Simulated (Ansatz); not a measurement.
La2O3:
```
La2O3
1.0
    3.93533     0.00000     0.00000
   -1.96766     3.40809     0.00000
    0.00000     0.00000     6.12550
La O
2 3
Cartesian
  1.96766   1.13603   4.61793
  0.00000   2.27206   1.50756
  1.96766   1.13603   2.16755
  0.00000   2.27206   3.95795
  0.00000   0.00000   0.00000
```

Relaxed with r²SCAN. Special points in fractions of this cell's reciprocal vectors: Γ (0.000, 0.000, 0.000); M (0.500, 0.000, 0.000); K (0.333, 0.333, 0.000); A (0.000, 0.000, 0.500); L (0.500, 0.000, 0.500); H (0.333, 0.333, 0.500).

Problem. List the band energies nearest the valence-band maximum at these points for plane-wave PAW r²SCAN (Ansatz code).

Solution. In eV from the valence-band maximum; about four levels below and three above (degenerate sets whole), none deeper than 8.9 eV; points with the same levels are listed once.

```
k                    below                above
-  -----------------------  -------------------
Γ  -1.65 -0.38 -0.38 -0.12       4.75 5.09 5.09
M  -0.74 -0.68 -0.42 -0.30       4.28 5.21 5.72
K  -0.82 -0.82 -0.80 -0.12       4.23 5.26 5.26
A  -1.00 -0.77 -0.29 -0.29       5.18 5.23 5.23
L   -0.96 -0.70 -0.37 0.00       4.89 5.05 5.64
H  -0.56 -0.28 -0.28 -0.24  4.64 5.32 5.47 5.47
```

Space group P-3m1 (La2O3 or Ni2Al3 type). The cell was relaxed with r²SCAN under the symmetry of its start; of distortions, only those at the zone centre were tested. Spin–orbit coupling is left out wherever it is not named.

Potentials: the earlier of the program's two PAW sets.
